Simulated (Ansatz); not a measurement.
# SiGeC$_{2}$, first-principles data

SiGeC₂:
```
CELL_PARAMETERS angstrom
      3.15602     0.00000     0.00000
      0.00000     3.15602     0.00000
      0.00000     0.00000     4.45312
ATOMIC_POSITIONS crystal
  Si 0.00000 0.00000 0.00000
  C  0.50000 0.00000 0.23635
  Ge 0.50000 0.50000 0.50000
  C  0.00000 0.50000 0.76365
```

Space group P-4m2 (No. 115); conventional cell a = 3.1560 Å, b = 3.1560 Å, c = 4.4531 Å, α = 90.00°, β = 90.00°, γ = 90.00°.

Method: DFT-PBEsol in the program Ansatz with PAW potentials. The cell and atoms are relaxed at this level. Other levels are named where they apply.

### Cell and energy

- Volume per atom = 11.09 Å³
- Density = 4.67 g/cm³
- Formation energy from the elements (no fitted shifts) = 0.065 eV/atom

### Electronic structure

Band gap: 1.38 eV (indirect)
Valence-band maximum: at Γ
Conduction-band minimum: at M
Smallest direct gap on the standard path: 1.75 eV
Hole effective mass, band 1 of 2 at the edge: 5.6 along x, 0.51 along z (mₑ)
Hole effective mass, band 2 of 2 at the edge: 0.19 along x, 0.51 along z (mₑ)
Hole effective mass with spin–orbit coupling: 0.38, 0.45, 0.52 mₑ (principal values)
HSE06 gap on the PBEsol cell: 2.30 eV
Gap with spin–orbit coupling: 1.36 eV

### Mechanics

- Bulk modulus (Birch–Murnaghan fit): 204 GPa
- Pressure derivative B′: 4.1
- Elastic constants (relaxed ions, GPa): C11 = 460, C12 = 27.4, C13 = 127, C33 = 351, C44 = 213, C66 = 117
- Mechanical stability: stable (all eigenvalues of C positive)
- Hill bulk and shear moduli: 204 and 167 GPa
- Young's modulus: 393 GPa
- Poisson's ratio: 0.18
- Debye temperature from the elastic constants: 879 K

### Dielectric response

Electronic dielectric constant ε∞ (DFPT): 7.58 (xx = yy), 7.63 (zz)
Born charges (a third of the trace): Si +2.75, C -2.65, Ge +2.54 e
Largest static χ(2) component: 39 pm/V

### Phonons

- Highest zone-centre frequency (without LO–TO term) = 779 cm⁻¹
- Zone-centre stability = no imaginary mode at Γ

The start of the workflow was typed in or built on a structure type; neither database checked (COD, Materials Project) lists it. Whether it is the stable phase at ambient conditions was not checked. The cell was relaxed with PBEsol under the symmetry of its start. The references are the lowest solids computed at this level, not always the standard phases. Scalar-relativistic: spin–orbit coupling is off unless named, which matters more the heavier the elements.

Potentials: the earlier of the program's two PAW sets. The files were generated under PBE; for other functionals the program regenerates the frozen cores, and for LDA and PBEsol the local potential too.
